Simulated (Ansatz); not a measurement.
Polymorphs of Ti, each relaxed with the program Ansatz at the PBEsol level (PAW):

A: P6/mmm
a = 4.515 Å, b = 4.515 Å, c = 2.799 Å, α = 90.00°, β = 90.00°, γ = 120.00°

```csv
atom,site,symmetry,x,y,z
Ti,1a,6/mmm,0.0000,0.0000,0.0000
Ti,2d,-6m2,0.3333,0.6667,0.5000
```

B: hcp (Mg type) (P6_3/mmc)
a = 2.9020 Å, b = 2.9020 Å, c = 4.5855 Å, α = 90.00°, β = 90.00°, γ = 120.00°

| atom | site | symmetry | x | y | z |
|---|---|---|---|---|---|
| Ti | 2d | -6m2 | 0.6667 | 0.3333 | 0.2500 |

Task: Rank these by energy per atom at 0 K (lowest first), as PBEsol gives it.

Result: A (+0 meV/atom), B (+14 meV/atom)

Not the usual ambient phase: A. All cells were relaxed under the symmetry of their starts (and spin orders); stability against distortions was not tested throughout. Rows with no word on spin ran without spin polarisation.

Energies hold the estimated change up to a 700 eV cutoff; steps of a few meV lie near the error of the meshes.

Potentials: the later of the program's two PAW sets.
